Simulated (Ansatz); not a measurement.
A crystal relaxed with r2SCAN in the PAW code Ansatz has space group I4/mmm (No. 139) and a = 3.812 Å, c = 16.147 Å.

| atom | site | x | y | z |
| --- | --- | --- | --- | --- |
| Xx | 2a | 0.0000 | 0.0000 | 0.0000 |
| Mg | 4e | 0.5000 | 0.5000 | 0.3392 |
| Se | 4e | 0.0000 | 0.0000 | 0.3339 |
| Mg | 2b | 0.5000 | 0.5000 | 0.0000 |

With r2SCAN the valence top lies at Γ and the conduction bottom at X, 2.76 eV higher; the smallest vertical gap, at Γ–M (0.70 of the way from Γ), is 3.16 eV. A second conduction valley, at M, lies only 0 meV higher, so their order isn't settled. With HSE06 the valence top lies at Γ and the conduction bottom at X, 2.99 eV higher; the smallest vertical gap, at Γ–M (0.70 of the way from Γ), is 3.41 eV. A second conduction valley, at M, lies only 2 meV higher, so their order isn't settled. Meshes: r2SCAN 10×10×10, HSE06 6×6×6.

Question: Which element is Xx?
A. Te
B. S
C. O

Answer: B. Xx is S: an ordered 6-atom cell of Mg3Se2S on the rocksalt lattice (I4/mmm). S is surrounded by 6 Mg at 2.60–2.70 Å; Mg is surrounded by 1 S at 2.60 Å and 5 Se at 2.70–2.80 Å; Se is surrounded by 6 Mg at 2.68–2.80 Å; Mg is surrounded by 2 Se at 2.68 Å and 4 S at 2.70 Å.

Simulation only: spin-unpolarised, and no claim that this is the phase found in nature.

Spin-orbit coupling is left out.
